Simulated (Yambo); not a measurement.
# Optical response of BN monolayer at +4 % uniaxial strain

```
CELL_PARAMETERS angstrom
      2.60528     0.00000     0.00000
     -1.30264     2.16946     0.00000
      0.00000     0.00000    13.00000
ATOMIC_POSITIONS crystal
  B  0.99881 0.99761 0.00000
  N  0.33453 0.66905 0.00000
```

Yambo, RPA with local fields on PBEsol bands; 30×30×1 mesh, 16 bands, 2 Ry local-field block, 0.2 eV broadening; field along x.

```
E (eV)  Im α (Å)  Re α (Å)  Im α, independent particles
------  --------  --------  ---------------------------
0.0         0.00      1.04                         0.00
0.6         0.01      1.05                         0.01
1.2         0.01      1.08                         0.01
1.9         0.02      1.13                         0.02
2.5         0.04      1.22                         0.04
3.1         0.06      1.36                         0.06
3.8         0.13      1.64                         0.14
4.4         0.58      2.29                         0.61
5.0         1.85      1.94                         1.95
5.6         2.74      0.25                         2.77
6.2         1.33     -0.38                         1.32
6.9         0.75     -0.31                         0.74
7.5         0.51     -0.13                         0.51
8.1         0.38      0.04                         0.38
8.8         0.26      0.20                         0.27
9.4         0.21      0.35                         0.21
10.0        0.25      0.49                         0.25
10.6        0.26      0.65                         0.26
11.2        0.30      0.88                         0.31
11.9        0.53      1.33                         0.55
12.5        1.66      1.57                         1.73
13.1        2.25      0.23                         2.28
13.8        1.64     -0.37                         1.64
14.4        1.23     -0.60                         1.23
15.0        1.08     -0.63                         1.07
15.6        0.81     -0.64                         0.80
16.2        0.67     -0.70                         0.66
16.9        0.59     -0.56                         0.58
17.5        0.48     -0.53                         0.47
18.1        0.46     -0.50                         0.45
```

α is the in-plane polarisability per area of the layer, a length; absorbance is 4πω Im α/c. Structure narrower than a few tenths of an eV can come from the finite k mesh. Convergence of the RPA response with its 30×30×1 mesh was not tested. No excitonic effects at this level.

Geometry strained from the cell relaxed with PBEsol, atoms relaxed again.
